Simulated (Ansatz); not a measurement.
# ¹⁷O NMR of the central transition in CO2

Cell: a computed structure from the Materials Project (it need not be an observed phase).

```cif
data_CO2
_symmetry_space_group_name_H-M 'P4_12_12'
_symmetry_Int_Tables_number 92
_cell_length_a 5.0693
_cell_length_b 5.0693
_cell_length_c 7.2320
_cell_angle_alpha 90.000
_cell_angle_beta 90.000
_cell_angle_gamma 90.000
loop_
_atom_site_label
_atom_site_type_symbol
_atom_site_symmetry_multiplicity
_atom_site_Wyckoff_symbol
_atom_site_fract_x
_atom_site_fract_y
_atom_site_fract_z
C C 4 a 0.9888 0.0112 0.7500
O O 8 b 0.6750 0.3476 0.4927
```

One atom of each set is listed.

The numbers come from a DFT calculation in Ansatz (PBE, plane waves and PAW (field gradients read without the response of the frozen cores, which leaves them typically 4 to 6 % off), scalar-relativistic, 420 eV cutoff, Γ-centred 5×5×4 k-points, Fermi–Dirac smearing 0.02 eV).

¹⁷O has I = 5/2 and Q = -25.58 mb (Pyykkö 2018); at 9.4 T its Larmor frequency is ν₀ = 54.3 MHz. Only the quadrupole interaction is simulated: positions count from each site's isotropic chemical shift, and J coupling is left out, as are shift anisotropy and dipolar coupling, which fast spinning averages.

Task: Simulate the second-order pattern (fast magic-angle spinning, Gaussian broadening 0.1 kHz) of site O (1 C at 1.17 Å).

Result: The calculation gives C_Q = -4.84 MHz and η = 0.08, so ν_Q = 0.726 MHz and the centre of gravity lies at -47.8 ppm (-2.60 kHz).

| offset (kHz) | height |
| --- | --- |
| -6.756 | 0 |
| -6.553 | 1 |
| -6.349 | 5 |
| -6.145 | 5 |
| -5.941 | 5 |
| -5.737 | 6 |
| -5.533 | 6 |
| -5.330 | 6 |
| -5.126 | 6 |
| -4.922 | 6 |
| -4.718 | 6 |
| -4.514 | 6 |
| -4.310 | 9 |
| -4.106 | 53 |
| -3.903 | 81 |
| -3.699 | 54 |
| -3.495 | 45 |
| -3.291 | 40 |
| -3.087 | 38 |
| -2.883 | 37 |
| -2.680 | 37 |
| -2.476 | 37 |
| -2.272 | 38 |
| -2.068 | 40 |
| -1.864 | 42 |
| -1.660 | 46 |
| -1.457 | 54 |
| -1.253 | 70 |
| -1.049 | 100 |
| -0.845 | 56 |
| -0.641 | 1 |
| -0.437 | 0 |

At O V_zz points along its bond to C (within 1°).

The largest force is 0.6 eV/Å, so the atoms aren't at the calculated equilibrium and relaxing them would move these values. A computed database structure should lie near equilibrium, so this entry is doubtful.

The run took 8.5 s of wall time (8.3 s of CPU time) and 0.45 GiB at its peak, on 1 thread of AMD EPYC 9R14 (Zen 4) (x86_64; 16 cores open to the job, memory cap 3.0 GiB, no GPU), a shared host with a load of 0.2 a core.
